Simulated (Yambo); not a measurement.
A BSE run in Yambo for PdSO4 (space group C2/c, No. 15) (PBEsol bands; 4×4×2 mesh, 24 valence and 9 conduction bands, static screening with 115 bands and a 3 Ry block, scissor 1.85 eV, Tamm-Dancoff; field along x) gives:

```json
[
 {"state": "1", "energy (eV)": "1.43", "states within 2 meV": "1", "relative strength": "< 0.01", "class": "dark"},
 {"state": "2", "energy (eV)": "1.45", "states within 2 meV": "1", "relative strength": "< 0.01", "class": "dark"},
 {"state": "3", "energy (eV)": "1.51", "states within 2 meV": "1", "relative strength": "< 0.01", "class": "dark"},
 {"state": "4", "energy (eV)": "1.56", "states within 2 meV": "1", "relative strength": "< 0.01", "class": "dark"},
 {"state": "5", "energy (eV)": "1.64", "states within 2 meV": "1", "relative strength": "< 0.01", "class": "dark"}
]
```

Axes are Cartesian, with cell vectors (Å) (3.75, -3.18, 0.00), (3.75, 3.18, 0.00), (-1.44, 0.00, 7.64).

**Question.** What changes when the window shrinks to 23 valence and 4 conduction bands?

**Answer.** The lowest state goes from 1.433 eV to 1.451 eV, and its distance below the direct gap from 1.359 eV to 1.341 eV. These are vertical excitations (zero momentum). The scissor comes from a G0W0 run whose convergence isn't established.

Spin-orbit coupling is not included.

Geometry of the Materials Project entry, not relaxed at this level; primitive cell a = 4.9132 Å, b = 4.9132 Å, c = 7.7776 Å, α = 98.14°, β = 98.14°, γ = 80.67°.

The structure is a Materials Project entry; no match was found in the copy of COD used, and its stability was not checked.
